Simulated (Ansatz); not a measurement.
MgO:
```yaml
crystal:
  lattice:
    - [5.52203, 0.00000, 0.00000]
    - [0.00000, 5.52203, 0.00000]
    - [0.00000, 0.00000, 5.52203]
  atoms:
    - { symbol: Mg, position: [0.25000, 0.00000, 0.50000] }
    - { symbol: Mg, position: [0.75000, 0.00000, 0.50000] }
    - { symbol: Mg, position: [0.50000, 0.75000, 0.00000] }
    - { symbol: Mg, position: [0.50000, 0.25000, 0.00000] }
    - { symbol: Mg, position: [0.00000, 0.50000, 0.75000] }
    - { symbol: Mg, position: [0.00000, 0.50000, 0.25000] }
    - { symbol: O, position: [0.25000, 0.50000, 0.00000] }
    - { symbol: O, position: [0.75000, 0.50000, 0.00000] }
    - { symbol: O, position: [0.00000, 0.75000, 0.50000] }
    - { symbol: O, position: [0.00000, 0.25000, 0.50000] }
    - { symbol: O, position: [0.50000, 0.00000, 0.75000] }
    - { symbol: O, position: [0.50000, 0.00000, 0.25000] }
```

Relaxed with LDA.

Task: Give the optical modes at the zone centre with their infrared and Raman activity from DFPT, plane-wave PAW LDA (Ansatz code).

Result: Transverse frequencies, without the LO–TO term; a row sums one degenerate level.

| ω (cm⁻¹) | degeneracy | IR ((D/Å)²/amu) | Raman (Å⁴/amu) | activity |
|---|---|---|---|---|
| 186 | 3 | 0.00 | 0 | silent |
| 197 | 3 | 2.66 | 0 | IR |
| 261 | 3 | 0.00 | 3.4 | Raman |
| 373 | 3 | 0.00 | 0 | silent |
| 437 | 3 | 0.00 | 0 | silent |
| 437 | 1 | 0.00 | 0 | silent |
| 450 | 3 | 0.00 | 20 | Raman |
| 513 | 3 | 0.00 | 0 | silent |
| 520 | 2 | 0.00 | 1.2 | Raman |
| 529 | 3 | 45.43 | 0 | IR |
| 571 | 3 | 74.58 | 0 | IR |
| 700 | 2 | 0.00 | 0.70 | Raman |
| 705 | 1 | 0.00 | 0 | silent |

Task: How high does the top mode go among those that the LO–TO term moves?

Result: 710 cm⁻¹ for q along x.

Space group Pm-3n. The first step of the workflow began from a Materials Project structure, measured or hypothetical; the Crystallography Open Database copy checked does not list it. It is not the phase usual at ambient conditions (space group No. 225). The LDA relaxation kept the symmetry of its start; phonons on a q-mesh show no instability.

Potentials: the later of the program's two PAW sets.
